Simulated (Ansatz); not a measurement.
**Phonon dispersion of ZnCd2Se2S**

All numbers below come from Ansatz, DFT PBE, scalar-relativistic, plane waves, PAW. Settings: 420 eV plane-wave cutoff, Γ-centred 6×6×6 mesh, fixed occupations. No spin polarisation. Phonons by linear response, acoustic sum rule imposed.

Equilibrium structure at this level:
```yaml
crystal:
  lattice:
    - [2.10043, 1.21269, 10.36448]
    - [-2.10043, 1.21269, 10.36448]
    - [0.00000, -2.42537, 10.36448]
  atoms:
    - { symbol: Zn, position: [0.26445, 0.26445, 0.26445] }
    - { symbol: Cd, position: [0.81811, 0.81811, 0.81811] }
    - { symbol: Cd, position: [0.04175, 0.04175, 0.04175] }
    - { symbol: Se, position: [0.18461, 0.18461, 0.18461] }
    - { symbol: Se, position: [0.95550, 0.95550, 0.95550] }
    - { symbol: S, position: [0.73591, 0.73591, 0.73591] }
```

The cell was found from a structure generator's guess, not taken from experiment. The q mesh is coarse, so values between its points are rough. Modes under 40 cm⁻¹ are poorly fixed.

Force constants from linear response on a 2×2×2 q mesh.

Question: Is the structure dynamically stable on this mesh?

Answer: Yes, on this mesh: no mode is imaginary.

Question: Give the frequencies (cm⁻¹; i marks imaginary ones) at the irreducible q points, in fractions of the reciprocal vectors, the Γ row without the LO field.

Answer:
```tsv
q	star	frequencies
0.000 0.000 0.000	1	0 0 0 38 38 41 41 109 125 167 167 171 171 178 201 222 222 265
0.000 0.000 -0.500	3	34 49 50 57 63 64 126 137 152 165 168 174 181 189 193 242 255 270
0.000 -0.500 -0.500	3	36 43 50 60 62 67 122 141 152 164 169 173 181 189 193 242 255 270
-0.500 -0.500 -0.500	1	24 24 28 28 42 42 65 66 140 167 167 171 171 187 220 222 222 281
```
